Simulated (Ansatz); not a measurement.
**Does relaxation matter for the field gradients of CdSe with fluorine replacing Se?**

Start: a supercell of CdSe (wurtzite type, P6_3mc) built from an entry of the Crystallography Open Database (COD) (the entry's cell lengths or inner coordinates differ somewhat from later room-temperature determinations), with all atoms left at the host's positions.

Space group P3m1 (No. 156); a = 8.6000, c = 14.0400 Å, γ = 120.00°.

| site | Wyckoff | site symmetry | x | y | z |
| --- | --- | --- | --- | --- | --- |
| Cd1 | 1a | 3m. | 0.0000 | 0.0000 | 0.0000 |
| Cd2 | 1a | 3m. | 0.0000 | 0.0000 | 0.5000 |
| Cd3 | 3d | .m. | 0.0000 | 0.5000 | 0.0000 |
| Cd4 | 3d | .m. | 0.0000 | 0.5000 | 0.5000 |
| Cd9 | 3d | .m. | 0.1667 | 0.8333 | 0.2500 |
| Cd10 | 3d | .m. | 0.1667 | 0.8333 | 0.7500 |
| Cd15 | 1c | 3m. | 0.6667 | 0.3333 | 0.2500 |
| Cd16 | 1c | 3m. | 0.6667 | 0.3333 | 0.7500 |
| F | 1a | 3m. | 0.0000 | 0.0000 | 0.1925 |
| Se18 | 1a | 3m. | 0.0000 | 0.0000 | 0.6925 |
| Se19 | 3d | .m. | 0.0000 | 0.5000 | 0.1925 |
| Se20 | 3d | .m. | 0.0000 | 0.5000 | 0.6925 |
| Se25 | 3d | .m. | 0.1667 | 0.8333 | 0.4425 |
| Se26 | 3d | .m. | 0.1667 | 0.8333 | 0.9425 |
| Se31 | 1c | 3m. | 0.6667 | 0.3333 | 0.4425 |
| Se32 | 1c | 3m. | 0.6667 | 0.3333 | 0.9425 |

One atom of each set is listed.

All values are calculated (Ansatz; DFT, PBE, plane waves and PAW, scalar-relativistic, 420 eV cutoff, Γ-centred 3×3×2 k-points, Fermi–Dirac smearing 0.01 eV, cell charge +1), not measured.

The largest force at the start is 0.61 eV/Å. Relaxing the ions at fixed cell moves them by 0.250 Å at most (atom 1, Cd) and 0.104 Å rms.

| site | moved (Å) | first shell before | first shell after | V_zz before (10²¹ V/m²) | η before |
| --- | --- | --- | --- | --- | --- |
| Cd1 | 0.250 | 3 Se at 2.61 Å; also 1 F at 2.70 Å | 1 F at 2.38 Å, 3 Se at 2.63 Å | 16.23 | 0.00 |
| Cd2 | 0.087 | 4 Se at 2.61–2.70 Å | 4 Se at 2.61–2.64 Å | 2.48 | 0.00 |
| Cd4 | 0.060 | 4 Se at 2.61–2.70 Å | 4 Se at 2.65 Å | 2.38 | 0.24 |
| Cd9 | 0.050 | 3 Se at 2.61–2.70 Å; also 1 F at 2.61 Å | 3 Se at 2.62–2.64 Å; also 1 F at 2.66 Å | 12.95 | 0.18 |
| Cd10 | 0.112 | 4 Se at 2.61–2.70 Å | 4 Se at 2.63–2.67 Å | 4.23 | 0.01 |
| Cd15 | 0.196 | 4 Se at 2.61–2.70 Å | 4 Se at 2.59–2.65 Å | 1.90 | 0.00 |
| F | 0.074 | 4 Cd at 2.61–2.70 Å | 4 Cd at 2.38–2.66 Å | -1.40 | 0.00 |
| Se18 | 0.002 | 4 Cd at 2.61–2.70 Å | 4 Cd at 2.61–2.63 Å | -0.47 | 0.00 |
| Se20 | 0.062 | 4 Cd at 2.61–2.70 Å | 4 Cd at 2.63–2.65 Å | -0.17 | 0.67 |
| Se25 | 0.126 | 4 Cd at 2.61–2.70 Å | 4 Cd at 2.62–2.65 Å | 4.57 | 0.01 |
| Se26 | 0.091 | 4 Cd at 2.61–2.70 Å | 4 Cd at 2.62–2.67 Å | 4.47 | 0.36 |
| Se31 | 0.084 | 4 Cd at 2.61–2.70 Å | 4 Cd at 2.59–2.65 Å | -0.68 | 0.00 |
| Se32 | 0.170 | 4 Cd at 2.61–2.70 Å | 4 Cd at 2.61–2.67 Å | -1.77 | 0.00 |

(1) What are V_zz and η after the relaxation?

Answers

(1) 

```
site  V_zz after  η after  change of V_zz
 Cd1        8.48     0.00           -7.75
 Cd2       -2.33     0.00           -4.81
 Cd4       -0.56     0.86           -2.94
 Cd9       15.10     0.02           +2.15
Cd10       -1.26     0.68               –
Cd15       -4.57     0.00           -6.47
   F        1.56     0.00           +2.96
Se18        3.15     0.00           +3.62
Se20        2.27     0.08               –
Se25        6.10     0.23           +1.53
Se26        5.24     0.67           +0.77
Se31        1.89     0.00           +2.57
Se32       -1.05     0.00           +0.72
```

The largest change of V_zz along a kept axis is on Cd1, from 16.23 to 8.48. Small gradients that grow severalfold: Se18 (-0.47 to 3.15), Se20 (-0.17 to 2.27). In per cent, |V_zz| changes by -48 to +17 on Cd, -41 to +33 on Se (all sites that start above 0.5, bar those whose gradient vanishes or changes sign or whose main axis turns by over 40°). Where |V_zz| stays above 0.1 and the axes keep their order, η moves most on Cd4, from 0.24 to 0.86. V_zz changes sign on Cd2 (same axis), Cd4 (axis turned by 17°), Cd15 (same axis), F (same axis), Se31 (same axis), Se18 (same axis). On Cd10, Se20 the largest principal value lies along another axis in the second run, so the two V_zz can't be compared directly. The table leaves out 3 of the 16 sites, with |V_zz| up to 8.38; their tensors move by 1.87 at most along any direction. The statements above cover all sites. The host's own positions weren't relaxed first, so part of the change far from the defect can be the host's relaxation.

The defect repeats with the cell of 32 atoms, so it feels its images: sites between two images don't show the values beside a lone defect, and zeros or small values of η there can come from the images' arrangement. Cd and Se carry a gradient in the pure host already, so the values there aren't the defect's effect alone. A uniform background compensates the cell's charge. Without spin–orbit coupling (the program notes it for Cd) the gradients can shift somewhat, as the gap is small. With a gap of 0.3 eV on this mesh, small gradients can still move by 0.1 × 10²¹ V/m² or more as the k-mesh gets denser.
Before: The neighbours have not yet relaxed around the defect (largest force 0.61 eV/Å), so a real crystal will differ.
After: The relaxation keeps the site symmetry 3m of the start, so the impurity can move only along its axis; a start off the site could end lower.
